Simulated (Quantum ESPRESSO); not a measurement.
pw.x input (Quantum ESPRESSO 7.5; PBEsol, PseudoDojo standard norm-conserving files, fully relativistic):

```
&CONTROL
  calculation = 'scf'
  pseudo_dir = './pseudo'
  outdir = './out'
  tprnfor = .true.
  tstress = .true.
/
&SYSTEM
  ibrav = 0
  nat = 2
  ntyp = 2
  ecutwfc = 82.0
  ecutrho = 328.0
  occupations = 'smearing'
  smearing = 'fd'
  degauss = 0.002
  nbnd = 31
  noncolin = .true.
  lspinorb = .true.
/
&ELECTRONS
  conv_thr = 2e-10
/
ATOMIC_SPECIES
Ag 107.8682 Ag.upf
I 126.9045 I.upf
CELL_PARAMETERS angstrom
  0.000000000000   3.222837525000   3.222837525000
  3.222837525000   0.000000000000   3.222837525000
  3.222837525000   3.222837525000   0.000000000000
ATOMIC_POSITIONS crystal
Ag   0.000000000000   0.000000000000   0.000000000000
I   0.250000000000   0.250000000000   0.250000000000
K_POINTS automatic
8 8 8 0 0 0
```

End of the output:

```
     total energy              =    -335.71782408 Ry
     estimated scf accuracy    <       0.00000005 Ry
[...]
     the Fermi energy is     6.5424 ev
!    total energy              =    -335.71782410 Ry
     estimated scf accuracy    <          2.0E-10 Ry
     smearing contrib. (-TS)   =      -0.00000000 Ry
     internal energy E=F+TS    =    -335.71782410 Ry
     The total energy is F=E-TS. E is the sum of the following terms:
     one-electron contribution =    -233.42268161 Ry
     hartree contribution      =     123.50475283 Ry
     xc contribution           =     -53.95982171 Ry
     ewald contribution        =    -171.84007360 Ry
     convergence has been achieved in   8 iterations
     Forces acting on atoms (cartesian axes, Ry/au):
     atom    1 type  1   force =    -0.00000000    0.00000000    0.00000000
     atom    2 type  2   force =     0.00000000    0.00000000    0.00000000
     Total force =     0.000000     Total SCF correction =     0.000000
     Computing stress (Cartesian axis) and pressure
          total   stress  (Ry/bohr**3)                   (kbar)     P=        0.10
   0.00000070   0.00000000   0.00000000            0.10        0.00        0.00
   0.00000000   0.00000070   0.00000000            0.00        0.10        0.00
   0.00000000   0.00000000   0.00000070            0.00        0.00        0.10
```
In a gapped system the printed Fermi energy is only some level inside the gap.

Geometry relaxed with PBEsol.
